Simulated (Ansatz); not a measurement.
All-electron card of ZrZn

```
CELL_PARAMETERS angstrom
3.33600 0.00000 0.00000
0.00000 3.33600 0.00000
0.00000 0.00000 3.33600
ATOMIC_POSITIONS crystal
Zr 0.50000 0.50000 0.50000
Zn 0.00000 0.00000 0.00000
```

Atoms are numbered in the order listed.

Conventional cell: a = 3.336 Å, b = 3.336 Å, c = 3.336 Å, α = 90.00°, β = 90.00°, γ = 90.00°. Zr (atom 1) has 8 Zn at 2.89 Å as nearest neighbours. Around Zn (atom 2) lie 8 Zr at 2.89 Å.

The cell comes from COD entry 1540230, which wasn't checked; take it as a given geometry.

Levels of theory: DFT, PBEsol, all-electron LAPW, scalar-relativistic (Ansatz 0.2.0); DFT, PBEsol, PAW with Ansatz's default frozen-core files, scalar-relativistic (Ansatz 0.2.0).

For LAPW: a Γ-centred 10×10×10 k mesh, Fermi–Dirac smearing of 0.08 eV, basis error target 0.5 meV/atom, no spin polarisation. PAW takes a cutoff of 420 eV at this cell (files made with PBE, cores remade for this functional). The Ansatz runs share mesh, smearing and spin set-up. Values come from LAPW unless marked.

- Density of states at the Fermi level (0.2 eV bin): 0.12 states/eV per cell
- Band gap: none at this level of theory (metallic, semimetallic, or a small gap that the functional closes)
- Volume per atom: 18.56 Å³

(1) Pressure at this cell: what does the calculation give?

(2) Predict this quantity. Bader charges (from the PAW run).

(3) Löwdin charges (with 0.52 e of the cell spilling out of the atomic basis, so their sizes and signs hang on that basis): what does the calculation give?

## Answers

(1) -4.25 GPa.

(2) Zr1 +0.96, Zn2 -0.96 e.

(3) Zr1 -0.46, Zn2 0.99 e.
